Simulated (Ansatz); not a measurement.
**¹²¹Sb NMR of the central transition in SrLiSbS₃**

Cell: a measured structure from the Crystallography Open Database (COD), its atoms then relaxed with r2SCAN in this cell.

```cif
data_SrLiSbS3
_symmetry_space_group_name_H-M 'P2_1/c'
_symmetry_Int_Tables_number 14
_cell_length_a 5.9300
_cell_length_b 12.3260
_cell_length_c 7.9410
_cell_angle_alpha 90.000
_cell_angle_beta 90.311
_cell_angle_gamma 90.000
loop_
_atom_site_label
_atom_site_type_symbol
_atom_site_symmetry_multiplicity
_atom_site_Wyckoff_symbol
_atom_site_fract_x
_atom_site_fract_y
_atom_site_fract_z
Li Li 4 e 0.2420 0.7307 0.3555
Sr Sr 4 e 0.7549 0.5757 0.1528
Sb Sb 4 e 0.7354 0.9076 0.1491
S13 S 4 e 0.3301 0.8779 0.1352
S17 S 4 e 0.8183 0.7707 0.3669
S21 S 4 e 0.7416 0.0667 0.3446
```

One atom of each set is listed.

Method: Kohn–Sham DFT in Ansatz, r2SCAN, plane waves and PAW, scalar-relativistic, 500 eV cutoff, Γ-centred 5×3×4 k-points, Fermi–Dirac smearing 0.02 eV.

¹²¹Sb has I = 5/2 and Q = -543.0 mb (Pyykkö 2018); at 23.5 T its Larmor frequency is ν₀ = 241.0 MHz (from the bare nuclear moment; shielding lowers the observed one by a per cent or two). Only the quadrupole interaction is simulated: positions count from each site's isotropic chemical shift, and shift anisotropy, dipolar and J coupling are left out.

Simulated pattern of one Sb site (static powder, Gaussian broadening 500 kHz):

offset (kHz), height and a bar:
```
 -11551.4          0 
 -10769.2         16 #####
  -9987.1         45 ##############
  -9204.9         49 ###############
  -8422.8         53 ################
  -7640.6         57 #################
  -6858.4         64 ###################
  -6076.3         75 ######################
  -5294.1        100 ##############################
  -4512.0         83 #########################
  -3729.8         69 #####################
  -2947.7         64 ###################
  -2165.5         61 ##################
  -1383.4         59 ##################
   -601.2         59 ##################
    180.9         54 ################
    963.1         49 ###############
   1745.2         55 #################
   2527.4         68 ####################
   3309.5        100 ##############################
   4091.7         63 ###################
   4873.8         46 ##############
   5656.0         15 #####
   6438.1          0
```

Task: Which |C_Q| and η does the pattern imply?

Result: The pattern spans 16183 kHz before broadening and its centre of gravity is at -2467 kHz, which fixes P_Q; the places of the horns and steps fix η. That gives P_Q = 315 MHz, |C_Q| = 309 MHz and η = 0.35. The sign of C_Q can't be read from the pattern.

With ν_Q/ν₀ up to 0.19, terms beyond second order are no longer negligible.

Without spin–orbit coupling (the program notes it for Sb) the gradients are little affected as a rule: paired runs on crystals with a gap mostly move them by under 2 % at such atoms. With these PAW files V_zz is typically within 2 to 3 % of all-electron values, but misses above 10 % occur on Sb.
